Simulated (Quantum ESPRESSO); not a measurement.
# Al2Pt2Ru3W: one composition in several site orders

Computed values, not a measurement. The program is pw.x of Quantum ESPRESSO 7.5 (plane-wave density functional theory). The cell is made up: eight metal atoms on a face-centred cubic lattice, with elements, volume, strain and displacements drawn at random and not relaxed, so it may be unstable or far from any real phase. PseudoDojo standard norm-conserving files set the functional (PBE unless stated); there is no spin polarisation or spin-orbit coupling, the Fermi-Dirac width of 0.25 eV means electrons at about 2900 K, and the masses in the input are unused placeholders. Heavy elements are run without spin-orbit coupling, which real alloys of them have. A spin test at this wide smearing found no moment, but such smearing suppresses magnetism that the real alloy may have.

The runs put one composition on the sites in different orders. Cell, positions, cutoff, mesh and smearing stay as in the input of run 1; sites are counted in its order. Stress in the tables is positive in tension.

Input of run 1:

```
&control calculation='scf', pseudo_dir='./dojo.nc.sr.pbe.v0_5.standard.upf', outdir='./o', disk_io='medium', tprnfor=.true., tstress=.true. /
&system ibrav=0, nat=8, ntyp=4, nbnd=68, ecutwfc=84.00895049, nosym=.true., tot_charge=0,
 occupations='smearing', smearing='fd', degauss=0.0183746611
/
&electrons conv_thr=1.470e-08, electron_maxstep=70, mixing_beta=0.5 /
ATOMIC_SPECIES
Al 1.0 Al.upf
Pt 1.0 Pt.upf
Ru 1.0 Ru.upf
W 1.0 W.upf
CELL_PARAMETERS angstrom
0.0101 2.0272 1.9973
-3.9956 0.0047 -0.0249
0.0592 -8.0559 7.9361
ATOMIC_POSITIONS angstrom
Al -0.056 0.069 0.0248
Al -0.1043 -2.0033 2.0203
Pt 0.1205 -4.0591 3.9714
Ru -0.0029 -5.9561 5.8024
Pt -1.9356 -0.0182 1.9952
Ru -1.9891 -1.9162 3.9446
Ru -1.9869 -3.9754 5.8972
W -1.8872 -5.9902 8.0375
K_POINTS automatic
8 6 2 1 1 1
```

| run | elements on sites 1 to 8 | free energy less that of run 1 (eV) | -TS (eV) | pressure (GPa) | stress xx (GPa) | stress yy (GPa) | stress zz (GPa) | stress yz (GPa) | stress xz (GPa) | stress xy (GPa) | iterations |
| --- | --- | --- | --- | --- | --- | --- | --- | --- | --- | --- | --- |
| 1 | Al Al Pt Ru Pt Ru Ru W | 0.000 | -1.656 | -14.33 | 18.14 | 13.48 | 11.38 | 3.35 | 0.49 | 0.58 | 20 |
| 2 | Pt Pt W Ru Al Ru Al Ru | -0.321 | -1.630 | -14.19 | 12.25 | 15.35 | 14.97 | -3.52 | 0.69 | -0.07 | 19 |
| 3 | Pt Ru Al W Ru Ru Pt Al | 0.036 | -1.673 | -14.33 | 15.21 | 14.45 | 13.32 | 0.40 | 1.13 | 0.12 | 20 |
| 4 | W Ru Ru Pt Al Al Ru Pt | 0.104 | -1.780 | -13.74 | 16.25 | 13.36 | 11.60 | -0.26 | 0.61 | 0.28 | 18 |
| 5 | Pt Ru Ru Al Pt W Al Ru | 0.012 | -1.556 | -13.27 | 15.42 | 13.09 | 11.29 | -1.87 | 0.71 | 0.21 | 18 |
| 6 | Ru Al Ru W Pt Ru Al Pt | -0.078 | -1.733 | -14.55 | 13.05 | 16.28 | 14.32 | -2.86 | 0.83 | 0.16 | 18 |

Forces Fx Fy Fz (eV/Å):

| site | run 1 | run 2 | run 3 | run 4 | run 5 | run 6 |
| --- | --- | --- | --- | --- | --- | --- |
| 1 | 0.56 0.09 0.09 | 0.45 0.17 -0.04 | 0.44 0.10 -0.41 | 0.89 0.43 -0.52 | 0.86 0.31 -0.34 | 0.67 0.08 -0.28 |
| 2 | 0.48 -0.61 0.53 | 1.00 0.25 -0.44 | 0.43 0.13 -0.22 | 0.42 0.30 -0.40 | 0.73 -0.63 0.46 | 0.53 0.05 -0.10 |
| 3 | -0.79 0.58 -0.36 | -1.21 0.94 -0.86 | -0.41 1.35 -1.19 | -0.32 0.38 -0.28 | -0.57 0.07 0.17 | -0.57 0.01 0.28 |
| 4 | 0.11 -0.61 0.85 | 0.08 0.10 0.27 | 0.15 -0.63 1.18 | 0.36 -0.63 0.90 | 0.05 -1.12 1.32 | 0.29 -0.42 0.96 |
| 5 | -0.21 0.38 -0.41 | -0.32 0.29 -0.13 | -0.44 -0.53 0.94 | -0.65 -0.02 0.42 | -0.86 0.08 0.26 | -0.51 0.33 0.13 |
| 6 | -0.03 -0.68 0.39 | -0.30 -1.46 1.48 | -0.05 0.17 -0.29 | -0.11 -0.63 0.51 | 0.03 0.12 -0.23 | -0.13 -0.80 0.56 |
| 7 | 0.52 -0.71 0.75 | 0.63 -0.80 0.79 | 0.27 -0.16 -0.06 | 0.12 0.63 -0.73 | 0.20 0.25 -0.37 | 0.27 0.44 -0.63 |
| 8 | -0.63 1.57 -1.86 | -0.34 0.52 -1.07 | -0.38 -0.44 0.05 | -0.72 -0.46 0.09 | -0.44 0.91 -1.28 | -0.55 0.31 -0.90 |

The sites are displaced and not relaxed, so the energy differences mix bonding between neighbours with strain and are not ordering energies. A rerun of one cell of this series at a higher cutoff and on a denser mesh moved values by no more than 0.008 eV in energy, 0.06 GPa in stress and 0.010 eV/Å in force, and a second program with other atomic files agreed on that cell to 2 % rms in force and 0.5 GPa in pressure.